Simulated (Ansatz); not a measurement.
LaF:
```
LaF
1.0
    1.97612     1.14092     6.66775
   -1.97612     1.14092     6.66775
    0.00000    -2.28183     6.66775
La F
2 2
Direct
  0.09062   0.09062   0.09062
  0.90938   0.90938   0.90938
  0.37174   0.37174   0.37174
  0.62826   0.62826   0.62826
```

Relaxed with r²SCAN+D4. Special points in fractions of this cell's reciprocal vectors: Γ (0.000, 0.000, 0.000); T (0.500, 0.500, 0.500); H2 (0.814, 0.186, 0.500); H0 (0.500, -0.186, 0.186); L (0.500, 0.000, 0.000); S0 (0.343, -0.343, 0.000); S2 (0.657, 0.000, 0.343); F (0.500, 0.000, 0.500).

Problem. List the band energies nearest the Fermi level at these points for the program Ansatz at the r²SCAN+D4 level (PAW).

Solution. In eV from the Fermi level; about four levels below and three above (degenerate sets whole), none deeper than 8.9 eV; points with the same levels are listed once.

| k | below | above |
|---|---|---|
| Γ | -7.26 -7.26 -7.16 -1.84 -0.16 | 0.86 1.48 1.48 |
| T | -7.29 -7.29 -7.19 -0.98 -0.64 | 1.52 1.55 1.58 1.58 |
| H2 | -6.67 -6.66 -0.39 -0.32 | 0.21 1.28 1.54 |
| L | -6.85 -6.54 -0.45 -0.41 | 0.01 0.81 1.71 |
| S0 | -6.68 -6.65 -0.39 -0.30 | 0.21 1.26 1.53 |
| F | -6.52 -0.59 -0.41 -0.06 | 1.58 1.63 1.65 |

Space group R-3m. The start of the workflow was typed in or built on a structure type; neither database checked (COD, Materials Project) lists it. Whether it is the stable phase at ambient conditions was not checked. The cell was relaxed with r²SCAN+D4 under the symmetry of its start; its stability against distortions is not shown here. Spin–orbit coupling is left out wherever it is not named.

Potentials: the earlier of the program's two PAW sets. The files were generated under PBE; for other functionals the program regenerates the frozen cores, and for LDA and PBEsol the local potential too.
